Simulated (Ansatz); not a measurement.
BaTiO3:
```xyz
5
Lattice="3.9351 0.0000 0.0000 0.0000 3.9351 0.0000 0.0000 0.0000 3.9351" Properties=species:S:1:pos:R:3 pbc="T T T"
Ba     1.9676     1.9676     1.9676
Ti     0.0000     0.0000     0.0000
O      1.9676     0.0000     0.0000
O      0.0000     1.9676     0.0000
O      0.0000     0.0000     1.9676
```

Cartesian axes are those of the cell as given.

### Question
Give the high-frequency dielectric tensor and the Born effective charge tensors of the independent atoms from DFPT, LDA in the plane-wave PAW code Ansatz.

### Answer

ε∞:
```
6.72  0.00  0.00
0.00  6.72  0.00
0.00  0.00  6.72
```
Z* of atom 1 (Ba), rows: field, columns: displacement, in e:
```
2.78  0.00  0.00
0.00  2.78  0.00
0.00  0.00  2.78
```
Z* of atom 2 (Ti), rows: field, columns: displacement, in e:
```
7.35  0.00  0.00
0.00  7.35  0.00
0.00  0.00  7.35
```
Z* of atom 3 (O), rows: field, columns: displacement, in e:
```
-5.78   0.00   0.00
 0.00  -2.18   0.00
 0.00   0.00  -2.18
```

Space group Pm-3m (cubic perovskite). This is a known high-temperature phase of the composition, computed here at zero pressure and temperature. The LDA relaxation kept the symmetry of its start. At this level the phase is dynamically unstable (imaginary phonons). No spin polarisation was allowed. Spin–orbit coupling is left out wherever it is not named.

Potentials: the earlier of the program's two PAW sets. The files were generated under PBE; for other functionals the program regenerates the frozen cores, and for LDA and PBEsol the local potential too.
